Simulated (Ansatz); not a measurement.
BaGe3Pt:
Space group I4mm (No. 107); a = b = 4.594 Å, c = 10.265 Å, α = β = γ = 90.00°

| atom | site | symmetry | x | y | z |
|---|---|---|---|---|---|
| Ba | 2a | 4mm | 0.0000 | 0.0000 | 0.0003 |
| Ge | 4b | 2mm. | 0.0000 | 0.5000 | 0.2463 |
| Ge | 2a | 4mm | 0.0000 | 0.0000 | 0.6005 |
| Pt | 2a | 4mm | 0.0000 | 0.0000 | 0.3513 |
(The calculation used a cell of 5 atoms; values per cell refer to that cell.)

This is the r²SCAN-relaxed structure.

Question: All from DFT-r²SCAN in the program Ansatz with PAW potentials, unless another level is named. Estimate the electronic character.

Answer: metallic (no gap).

Question: Give the formation energy from the elements (no fitted shifts).

Answer: -0.68 eV/atom.

Question: Next, the density of states at the Fermi level?

Answer: 0.30 states/eV per atom (mean over ±0.08 eV).

The first step of the workflow began from a Materials Project structure, measured or hypothetical; the Crystallography Open Database files this formula in space group No. 107, but the cells were not matched. Whether it is the stable phase at ambient conditions was not checked. The r²SCAN relaxation kept the symmetry of its start; its stability against distortions is not shown here. The run is not spin-polarised. The references are the lowest solids computed at this level, not always the standard phases. Spin–orbit coupling is left out wherever it is not named.

Potentials: the later of the program's two PAW sets.
